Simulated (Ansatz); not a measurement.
A run on W3N4 that went wrong

Intended: W3N4, PBE, plane waves and PAW in Ansatz. The input:

```yaml
crystal:
  lattice:
    - [4.122, 0.0, 0.0]
    - [0.0, 4.122, 0.0]
    - [0.0, 0.0, 4.122]
  atoms:
    - { symbol: W, position: [0.5, 0.5, 0.0] }
    - { symbol: W, position: [0.0, 0.5, 0.5] }
    - { symbol: W, position: [0.5, 0.0, 0.5] }
    - { symbol: "N", position: [0.5, 0.5, 0.5] }
    - { symbol: "N", position: [0.5, 0.0, 0.0] }
    - { symbol: "N", position: [0.0, 0.5, 0.0] }
    - { symbol: "N", position: [0.0, 0.0, 0.5] }
basis:
  ecutwfc: 420
kpoints:
  mp_grid: { grid: [10, 10, 10] }
hamiltonian:
  xc: pbe
scf:
  occupations: { method: gaussian, width: 0.1 }
  n_extra_bands: 0
output:
  forces: true
  stress: true
  eigenvalues: true
```

Command:

```bash
ansatz run input.yaml --threads 2 --pin off --max-ram 5120MiB --backend cpu --events-out ev --progress --plain --runs-dir out
```

From the log:

```text
Error: inconsistent input (scf.n_extra_bands, scf.occupations.method): n_bands = 31 leaves no empty band above the 31 bands per channel that the deck's 62 electrons occupy, and the occupations search for the Fermi level (a smearing at a finite width, or tetrahedra): a level found among occupied bands alone can fill a metal as an insulator …
```

**Question.** What is wrong, and how is it cured?

**Answer.** The fault is no empty bands beside a smearing. A smearing spreads electrons over states above the Fermi level, and these must be among the bands solved. The cure is more bands.

The change to the input:

```diff
 scf:
-  n_extra_bands: 0
```

Result of the mended run: a pressure of 27.02 GPa, no gap.

The mended run took 10 s on 2 threads of Arm Neoverse N1, with other jobs on the host, peak memory 0.4 GiB.